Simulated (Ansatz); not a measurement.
Data:

Zr3HRh:
```cif
data_HRhZr3
_chemical_formula_sum 'Rh1 Zr3 H1'
_space_group_name_H-M_alt 'Pm-3m'
_space_group_IT_number 221
_space_group_name_Hall '-P 4 2 3'
_cell_length_a 4.30726
_cell_length_b 4.30726
_cell_length_c 4.30726
_cell_angle_alpha 90.000
_cell_angle_beta 90.000
_cell_angle_gamma 90.000
loop_
_atom_site_label
_atom_site_type_symbol
_atom_site_symmetry_multiplicity
_atom_site_Wyckoff_symbol
_atom_site_fract_x
_atom_site_fract_y
_atom_site_fract_z
_atom_site_occupancy
Rh1 Rh 1 a 0.00000 0.00000 0.00000 1
Zr1 Zr 3 c 0.00000 0.50000 0.50000 1
H1 H 1 b 0.50000 0.50000 0.50000 1
```

This is the PBEsol-relaxed structure.

Q: All from PBEsol (plane waves, PAW; program Ansatz), unless another level is named. Give the bulk modulus (Birch–Murnaghan fit).

A: 137 GPa.

Q: What about the highest zone-centre frequency?

A: 32.88 THz.

Q: And the elastic constants (relaxed ions, GPa)?

A: C11 = 129, C12 = 140, C44 = -9.7.

The start of the workflow was typed in or built on a structure type; neither database checked (COD, Materials Project) lists it. Whether it is the stable phase at ambient conditions was not checked. Symmetry was held in the PBEsol relaxation. At this level the phase is mechanically unstable. No spin polarisation was allowed. As this level gives no gap, shear constants depend on the k-mesh and smearing (Fermi–Dirac, 0.1 eV here). As this level gives no gap, phonon frequencies hold no LO–TO term and depend on the k-mesh and smearing (Fermi–Dirac, 0.1 eV here).

Potentials: the earlier of the program's two PAW sets. The files were generated under PBE; for other functionals the program regenerates the frozen cores, and for LDA and PBEsol the local potential too.
